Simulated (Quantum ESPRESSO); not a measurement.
# Moving one atom in Si6GaN

These are calculations, not measurements. They come from pw.x of Quantum ESPRESSO 7.5, a plane-wave density functional program, with PseudoDojo standard norm-conserving files (v0.5 for PBE, v0.4.1 for LDA and PBEsol). The cells are made up: elements, strain and atom displacements were drawn at random, and nothing was relaxed. There is no spin polarisation, spin-orbit coupling or dispersion term.

The cell has 8 sites of a zincblende or diamond lattice. Sites 1 to 4 hold Si Ga Si Si; sites 5 to 8 hold N Si Si Si. Cell vectors in Å: (5.318, 0.000, 0.000); (0.000, 5.318, 0.000); (0.000, 0.000, 5.318). Settings: PBE, cutoff 1143 eV, 6 x 6 x 6 k mesh shifted by half a step, Fermi-Dirac smearing of 0.1 eV.

Each run shifts the Si atom on site 1 along z and leaves all else fixed. Site 8 is one of its nearest neighbours. E is the free energy of the cell above the lowest run shown.

```
run  shift (Å)  Fz on site 1 (eV/Å)  Fz on site 8 (eV/Å)  P (GPa)  E (meV)
  1    -0.0912                1.962               -0.245     1.47    166.4
  3    -0.0404                1.383               -0.048     1.25     81.4
  4    -0.0180                1.123                0.042     1.17     53.3
  5    -0.0051                0.972                0.094     1.13     39.8
  6     0.0684                0.110                0.402     0.95      0.0
  7     0.1144               -0.429                0.601     0.88      7.4
  2    -0.0577                    ?                    ?        ?        ?
```

A rerun of one of these cells at 1437 eV and k mesh 8 x 8 x 8 moved values by no more than 0.004 eV in the cell's energy, 0.03 GPa in stress and 0.009 eV/Å in force.

## Worked fit

A parabola through the six runs shown gives Fz on site 1 = 0.913 - 11.62 u - 1.1 u² eV/Å, with u in Å and a scatter of 0.003 eV/Å. Minus the slope, 11.62 ± 0.08 eV/Å², is this atom's force constant along z at u = 0, with its periodic images moving too. The fitted force vanishes at u = 0.078 Å, where the energy should be lowest along this line. The error is the larger of the fit's own and the change that a cubic makes, rounded up.

## Withheld run

Question: what Fz on site 1 should run 2 give?

The fit gives 1.580 eV/Å. The calculation gave 1.582 eV/Å.

```
run  shift (Å)  Fz on site 1 (eV/Å)  Fz on site 8 (eV/Å)  P (GPa)  E (meV)
  2    -0.0577                1.582               -0.117     1.32    107.0
```